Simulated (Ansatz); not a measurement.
A generator proposed this cell of Zr₃SiO.

```
Zr Si O
1.0
     3.27719    0.00000    0.00000
     0.00000    3.27719    0.00000
     0.00000    0.00000    7.28723
Zr Si O
3 1 1
Direct
  0.00000 0.00000 0.00000
  0.00000 0.00000 0.33849
  0.00000 0.00000 0.66151
  0.50000 0.50000 0.50000
  0.50000 0.50000 0.00000
```

The calculation used Ansatz, DFT PBE, scalar-relativistic, plane waves, PAW. Settings: cutoff 420 eV, Γ-centred mesh 6×6×4 on the computed 5-atom cell, Gaussian smearing of 0.10 eV; no spin polarisation.

Energies over the elements count from the elements' standard structures at the same level (O₂ as a molecule), with no fitted energy shifts.

Question: Estimate its pressure, forces and energy as it stands.

Answer: The pressure is 27.2 GPa (the mean over three directions, positive in compression), the largest force is 0.98 eV/Å, and the energy is −0.13 eV/atom against the elements. The shortest distance is 2.32 Å.

Question: How much does it gain on relaxing, and where does it end?

Answer: Relaxing gains about 0.74 eV/atom (the start's value is from the coarse mesh, so the gain is rough) in 19 ionic steps and ends at −0.86 eV/atom on the finer mesh. The symmetry stays P4/mmm (No. 123). The volume per atom grows by 21.7 %, from 15.7 to 19.1 Å³. The shortest distance goes from 2.32 Å (Zr–O) to 2.16 Å (Zr–O). The ratio c/a of the conventional cell changes by a factor of 1.50. Conventional cell: a = 3.058 Å, c = 10.186 Å. Zr on a site of symmetry 4/mmm has 4 O at 2.16 Å, 4 Zr at 3.06 Å and 2 Zr at 3.30 Å; around Si lie 8 Zr at 2.81 Å and 4 Si at 3.06 Å; around O lie 4 Zr at 2.16 Å; 1 more site not described.

The last run used a 12×12×4 mesh (in the run's order of axes) for its 5-atom cell and Gaussian smearing of 0.10 eV. The relaxation can't lower the symmetry of the start. A structure relaxed within its symmetry needn't be a true minimum. Another cell of Zr3SiO relaxed alike, in Pm-3m, lies 283 meV/atom lower, so this cell isn't the stable form at this level.
